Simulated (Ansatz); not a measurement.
Li$_{3}$Bi:
```
CELL_PARAMETERS angstrom
      0.00000     3.35044     3.35044
      3.35044     0.00000     3.35044
      3.35044     3.35044     0.00000
ATOMIC_POSITIONS crystal
  Li 0.75000 0.75000 0.75000
  Li 0.25000 0.25000 0.25000
  Li 0.50000 0.50000 0.50000
  Bi 0.00000 0.00000 0.00000
```

r²SCAN in the plane-wave PAW code Ansatz gives a gap of 0.76 eV without spin–orbit coupling, maximum on the K–Γ line, 81 % of the way from K, minimum at X.

Q: What happens when spin–orbit coupling is switched on?

A: The gap decreases by 0.56 eV, to 0.20 eV; maximum at Γ, minimum at X.

Q: Give the electron effective mass with spin–orbit coupling.

A: 0.26, 0.26, 0.68 mₑ (principal values).

Q: Give the hole effective mass with spin–orbit coupling, band 1 of 2 at the edge.

A: 0.23 along [100], 0.53 along [110], 0.77 along [111] (mₑ).

Q: Give the hole effective mass with spin–orbit coupling, band 2 of 2 at the edge.

A: 0.10 along [100], 0.081 along [110], 0.077 along [111] (mₑ).

Space group Fm-3m. The workflow started from a Materials Project entry (that database holds measured and hypothetical structures alike); the Crystallography Open Database copy checked does not list it. With Li and Bi taken as one species the cell has the higher symmetry Im-3m, so it may be an ordered model of a mixed-site phase. Whether it is the stable phase at ambient conditions was not checked. Symmetry was held in the r²SCAN relaxation; its stability against distortions is not shown here.

Potentials: the later of the program's two PAW sets.
